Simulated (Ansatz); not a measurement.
**Li: energy along a strain**

Li, P6_3/mmc, a = 3.111 Å, c = 5.093 Å (as given, not relaxed at this level: -0.7 GPa). This isn't the element's structure at ambient conditions. Ansatz: PBEsol, PAW, 420 eV, Γ-centred 18×18×10 mesh on 2 atoms, Gaussian smearing 0.15 eV; no spin polarisation. Cell vectors (Å): 3.111 0.000 0.000; -1.556 2.694 0.000; 0.000 0.000 5.093. The cell is strained by x per cent times the pattern (0 0 0 1 0 0) in the order xx yy zz yz xz xy (engineering shears), with fractional coordinates held. y is the free energy over the start, V0 = 21.344 Å³/atom. Symmetry makes y even in x.

```
x (%) y (meV/atom)
-4.00             ?
-2.00          0.09
 0.00          0.00
 0.50          0.01
 1.00          0.02
 1.50          0.05
 2.50          0.14
 3.00          0.20
 3.50          0.28
```

Fit y = c2 x² + c4 x⁴ to the other rows, get the stiffness along the pattern, and predict the missing energy.

Least squares on the rows shown. y = 0.02181 x² + 7.793×10⁻⁵ x⁴. The clamped-ion stiffness p·C·p = 2 × 0.2181 eV × 160.2 / 21.344 Å³ = 3.3 GPa, which is C44 in these axes (second derivative at the start, which stands under stress). With a term in x⁶ added, the coefficient of x² becomes 0.02293, 5 % more, which shows how far this figure hangs on the form. At x = -4.00 the fit asked for gives 0.37 meV/atom. The run gave 0.37 meV/atom, the same to the digits shown.